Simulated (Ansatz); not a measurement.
NiGe2:
```
NiGe2
1.0
    5.37474    -2.86180     0.00000
    5.37474     2.86180     0.00000
    0.00000     0.00000     5.71436
Ni Ge
4 8
Cartesian
  1.24236   0.00000   0.00000
  9.50713   0.00000   0.00000
  4.13239   0.00000   2.85718
  6.61710   0.00000   2.85718
  5.37474  -1.97382   1.96335
  5.37474   1.97382   3.75101
  5.37474  -0.88798   4.82053
  5.37474   0.88798   0.89383
  2.68737   1.42835   1.42859
  8.06212  -1.42835   4.28577
  2.68737  -1.42835   4.28577
  8.06212   1.42835   1.42859
```

Relaxed with PBEsol. Special points in fractions of this cell's reciprocal vectors: Γ (0.000, 0.000, 0.000); Y (0.500, 0.500, 0.000); F0 (0.321, 0.679, 0.000); Δ0 (-0.321, 0.321, 0.000); Z (0.000, 0.000, 0.500); B0 (-0.321, 0.321, 0.500); G0 (0.321, 0.679, 0.500); T (0.500, 0.500, 0.500); S (0.000, 0.500, 0.000); R (0.000, 0.500, 0.500).

Problem. List the band energies nearest the Fermi level at these points for the program Ansatz at the PBEsol level (PAW).

Solution. In eV from the Fermi level; about four levels below and three above (degenerate sets whole), none deeper than 8.9 eV; points with the same levels are listed once.

```csv
k,below,above
Γ,-0.73 -0.64 -0.47 -0.20,1.05 2.11 2.89
Y,-1.92 -1.74 -0.65 -0.18,0.11 0.37 0.75
F0,-1.43 -1.09 -0.77 -0.18,0.27 0.83 0.97
Z,-1.28 -1.28 -1.23 -1.23,2.24 2.24 2.44 2.44
B0,-1.95 -1.95 -1.46 -1.46,0.56 0.56 0.75 0.75
T,-0.77 -0.77 -0.28 -0.28,0.74 0.74 1.53 1.53
S,-1.40 -1.40 -0.82 -0.82,0.67 0.67 1.35 1.35
R,-1.91 -1.91 -1.21 -1.21,0.50 0.50 0.78 0.78
```

Space group Cmce. The workflow started from a Materials Project entry (that database holds measured and hypothetical structures alike); the Crystallography Open Database copy checked does not list it. Whether it is the stable phase at ambient conditions was not checked. The cell was relaxed with PBEsol under the symmetry of its start; whether a distortion lowers the energy is not shown. No spin polarisation was allowed. Spin–orbit coupling is left out wherever it is not named.

Potentials: the later of the program's two PAW sets.
